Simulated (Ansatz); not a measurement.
Input file for Ansatz (a quantum-chemistry and plane-wave program):

Ansatz 0.2 input:
```yaml
crystal:
  lattice:
    - [4.6813020636, 0.0, 0.0]
    - [0.0, 5.2365784531, 0.0]
    - [0.0, 0.0, 3.0076301011]
  atoms:
    - { symbol: W, position: [0.2589962447, 0.1584842311, 0.5] }
    - { symbol: W, position: [0.7410037553, 0.8415157689, 0.5] }
    - { symbol: W, position: [0.7589962447, 0.3415157689, 0.0] }
    - { symbol: W, position: [0.2410037553, 0.6584842311, 0.0] }
    - { symbol: C, position: [0.0, 0.0, 0.0] }
    - { symbol: C, position: [0.5, 0.5, 0.5] }
kpoints:
  mp_grid: { grid: [7, 6, 10] }
  band_path:
    path:
      - [[0.0, 0.0, 0.0], [0.5, 0.0, 0.0], [0.5, 0.5, 0.0], [0.0, 0.5, 0.0], [0.0, 0.0, 0.0], [0.0, 0.0, 0.5], [0.5, 0.0, 0.5], [0.5, 0.5, 0.5], [0.0, 0.5, 0.5], [0.0, 0.0, 0.5]]  # Γ-X-S-Y-Γ-Z-U-R-T-Z
      - [[0.5, 0.0, 0.0], [0.5, 0.0, 0.5]]  # X-U
      - [[0.0, 0.5, 0.0], [0.0, 0.5, 0.5]]  # Y-T
      - [[0.5, 0.5, 0.0], [0.5, 0.5, 0.5]]  # S-R
    npoints: 6
basis: { xc_grid: 2 }
hamiltonian:
  xc: pbesol
  pseudopotentials: { kind: paw }
magnetization: { noncollinear: true, spin_orbit: true }
scf:
  n_extra_bands: 12
  convergence: { dr2_threshold: 0.0000000001 }
  occupations: { method: gaussian, width: 0.05 }
output: { eigenvalues: true }
```

Output (shortened):

```
Pseudopotential: W, paw_fr, valence charge 14
Pseudopotential: C, paw_fr, valence charge 4
Functional definition: PBEsol
non-collinear run that drives no moment, with spin-orbit …
Crystal: 6 atoms, lattice volume = 73.729 Å³
Basis set: ecut = 420 eV, 1429 PW (Γ), exchange–correlation on 64×72×48 points (8 copies of the dense FFT grid, shifted against one another)
Bands: 76, of which v1, the nominal top of the filled ones, is band 64 counted from 1 (63 counted from 0)
Symmetry: 8 space group operations + 8 with time reversal
k-points: 96 of 420
Projection manifold: j_resolved (fully-relativistic pseudo-atomic orbitals)
SCF iter   1: F=—  HF=-41619.912624 eV  |F-HF|=—  |Δ(HF+E_count)|=         —  Δρ=1.08e-1  dr2=1.20e1  dr2_m=0.00e0 (ungated)  ethr=3.10e-3  |M|=0.00e0 ∫|m|=0.00e0 μB  |m|>n=0.0e0 m-floor=0.0e0 τ_xc=0.0e0  β_m=0.30  ⟨swp⟩=5.3  Hψ=17152  notcnv=0  defer=16
preconditioner: auto → Kerker (q_TF=auto, 2.665 Å⁻¹)
spin=Noncollinear: Kerker preconditioning applied to the charge; magnetization (m_x, m_y, m_z) channels mix plain (no charge-response kernel on spin).
SCF iter   2: F=—  HF=-41617.851835 eV  |F-HF|=—  |Δ(HF+E_count)|=    2.06e0  Δρ=6.36e-2  dr2=4.13e0  dr2_m=0.00e0 (ungated)  ethr=3.10e-3  |M|=0.00e0 ∫|m|=0.00e0 μB  |m|>n=0.0e0 m-floor=0.0e0 τ_xc=0.0e0  β_m=0.51  ⟨swp⟩=2.4  Hψ=6118  notcnv=0  defer=558
SCF iter   3: F=—  HF=-41616.761454 eV  |F-HF|=—  |Δ(HF+E_count)|=    1.09e0  Δρ=1.44e-2  dr2=7.16e-2  dr2_m=0.00e0 (ungated)  ethr=3.10e-3  |M|=0.00e0 ∫|m|=0.00e0 μB  |m|>n=0.0e0 m-floor=0.0e0 τ_xc=0.0e0  β_m=0.75  ⟨swp⟩=3.0  Hψ=5522  notcnv=0  defer=558
SCF iter   4: F=—  HF=-41616.752954 eV  |F-HF|=—  |Δ(HF+E_count)|=   8.50e-3  Δρ=2.09e-3  dr2=2.13e-3  dr2_m=0.00e0 (ungated)  ethr=1.12e-4  |M|=0.00e0 ∫|m|=0.00e0 μB  |m|>n=0.0e0 m-floor=0.0e0 τ_xc=0.0e0  β_m=0.86  ⟨swp⟩=2.2  Hψ=6066  notcnv=0  defer=560
SCF iter   5: F=—  HF=-41616.752464 eV  |F-HF|=—  |Δ(HF+E_count)|=   4.90e-4  Δρ=3.27e-4  dr2=9.41e-5  dr2_m=0.00e0 (ungated)  ethr=3.33e-6  |M|=0.00e0 ∫|m|=0.00e0 μB  |m|>n=0.0e0 m-floor=0.0e0 τ_xc=0.0e0  β_m=0.93  ⟨swp⟩=2.6  Hψ=5669  notcnv=0  defer=560
SCF iter   6: F=—  HF=-41616.752447 eV  |F-HF|=—  |Δ(HF+E_count)|=   1.70e-5  Δρ=5.52e-5  dr2=2.10e-6  dr2_m=0.00e0 (ungated)  ethr=1.47e-7  |M|=0.00e0 ∫|m|=0.00e0 μB  |m|>n=0.0e0 m-floor=0.0e0 τ_xc=0.0e0  β_m=0.96  ⟨swp⟩=2.0  Hψ=4871  notcnv=0  defer=560
SCF iter   7: F=—  HF=-41616.752447 eV  |F-HF|=—  |Δ(HF+E_count)|=   1.51e-7  Δρ=8.80e-6  dr2=5.33e-8  dr2_m=0.00e0 (ungated)  ethr=3.28e-9  |M|=0.00e0 ∫|m|=0.00e0 μB  |m|>n=0.0e0 m-floor=0.0e0 τ_xc=0.0e0  β_m=0.98  ⟨swp⟩=2.3  Hψ=5252  notcnv=0  defer=560
SCF iter   8: F=—  HF=-41616.752447 eV  |F-HF|=—  |Δ(HF+E_count)|=   8.83e-9  Δρ=1.83e-6  dr2=2.20e-9  dr2_m=0.00e0 (ungated)  ethr=8.33e-11  |M|=0.00e0 ∫|m|=0.00e0 μB  |m|>n=0.0e0 m-floor=0.0e0 τ_xc=0.0e0  β_m=0.99  ⟨swp⟩=2.2  Hψ=5159  notcnv=0  defer=560
SCF iter  10: F=-41616.752447 eV  HF=-41616.752447 eV  |F-HF|=7.28e-12  |Δ(HF+E_count)|=  3.64e-11  Δρ=6.12e-8  dr2=2.41e-12  dr2_m=0.00e0 (ungated)  ethr=1.00e-12  |M|=0.00e0 ∫|m|=0.00e0 μB  |m|>n=0.0e0 m-floor=0.0e0 τ_xc=0.0e0  ⟨swp⟩=2.0  Hψ=6681  notcnv=0
SCF 1 converged in 10 iterations: F = -41616.752447 eV  dr2 = 2.41e-12
NSCF: frozen V_eff on 76 k-points
SCF converged after 10 iterations
Magnetization: |M| = 0.0000 μB,  M = (+0.0000, +0.0000, +0.0000) μB
Absolute magnetization: 0.0000 μB (∫|m|)
  site 0: m = (+0.0000, +0.0000, +0.0000) μB, |m| = 0.0000 μB  (R = 0.87 Å)
  site 1: m = (+0.0000, +0.0000, +0.0000) μB, |m| = 0.0000 μB  (R = 0.87 Å)
  site 2: m = (+0.0000, +0.0000, +0.0000) μB, |m| = 0.0000 μB  (R = 0.87 Å)
  site 3: m = (+0.0000, +0.0000, +0.0000) μB, |m| = 0.0000 μB  (R = 0.87 Å)
  site 4: m = (+0.0000, +0.0000, +0.0000) μB, |m| = 0.0000 μB  (R = 0.87 Å)
  site 5: m = (+0.0000, +0.0000, +0.0000) μB, |m| = 0.0000 μB  (R = 0.87 Å)
Free energy (F): -41616.752447 eV
Harris-Foulkes:  -41616.752447 eV  (|F-HF|=7.28e-12)
Internal energy: -41616.748453 eV  (E = F + TS)
E sigma→0 (E₀):  -41616.750450 eV
Entropy (-TS):   -0.003995 eV (-0.666 meV/atom)
Fermi energy:    21.860225 eV
--- Per-component energies (eV) ---
  E_band       = -313.036050
  E_kinetic    = 1990.507303
  E_local      = -2611.141027  (includes V_loc(G=0)·N_el)
  E_nonlocal   = 45.340734
  E_hartree    = 929.038927
  E_xc         = -1159.456826
  E_vxc        = -1078.425246  (∫ρ·V_xc dr)
  E_paw        = -34015.684410  (= ΣΔE_a)
  E_vpaw       = -517.395379  (= ΣTr[D̂ρ^β])
  E_aug_tail   = -0.000266  (compensation charges beyond the density's cutoff)
  E_ewald      = -6796.301593
  E_core_change = 0.948705  (= ΣΔE_core)
  E_smearing   = -0.003995  (= −TS)
  E_closure    = 0.000000  (closes the sum)
  Σ components = -41616.752447   (vs F -41616.752447, Δ=0.00e0)
  [band-id]    e_kinetic+e_local+e_nonlocal+2·e_hartree+e_vxc+e_vpaw+e_augmentation_tail = -313.036026   (vs E_band -313.036050, Δ=2.43e-5)
--- Band table (eV; the first three rows and the last of 96) ---
  k-point 0: bands = ["-52.4933", "-52.4933", "-52.4217", "-52.4217", "-52.4073", "-52.4073", "-52.4071", "-52.4071", "-23.9969", "-23.9969", "-23.9916", "-23.9916", "-23.9444", "-23.9444", "-23.7330", "-23.7330", "-14.6565", "-14.6565", "-14.4282", …
  k-point 1: bands = ["-52.4894", "-52.4894", "-52.4195", "-52.4195", "-52.4076", "-52.4076", "-52.4057", "-52.4057", "-23.9998", "-23.9998", "-23.9920", "-23.9920", "-23.9506", "-23.9506", "-23.7457", "-23.7457", "-14.6523", "-14.6523", "-14.4171", …
  k-point 2: bands = ["-52.4786", "-52.4786", "-52.4138", "-52.4138", "-52.4089", "-52.4089", "-52.4020", "-52.4020", "-24.0084", "-24.0084", "-23.9905", "-23.9905", "-23.9673", "-23.9673", "-23.7807", "-23.7807", "-14.6401", "-14.6401", "-14.4162", …
  k-point 95: bands = ["-52.4191", "-52.4191", "-52.4191", "-52.4191", "-52.4078", "-52.4078", "-52.4078", "-52.4078", "-23.9940", "-23.9940", "-23.9891", "-23.9891", "-23.9695", "-23.9695", "-23.9608", "-23.9608", "-14.6467", "-14.6467", "-14.6309", …
```

Cost: about 2.2 core-minutes (a rough figure) on shared cores.

Space group Pnnm. The workflow started from a Materials Project entry (that database holds measured and hypothetical structures alike); the Crystallography Open Database copy checked does not list it. Whether it is the stable phase at ambient conditions was not checked. Symmetry was held in the PBEsol relaxation; of distortions, only those at the zone centre were tested. No spin polarisation was allowed.

Potentials: the later of the program's two PAW sets.

Ansatz is a plane-wave DFT program.
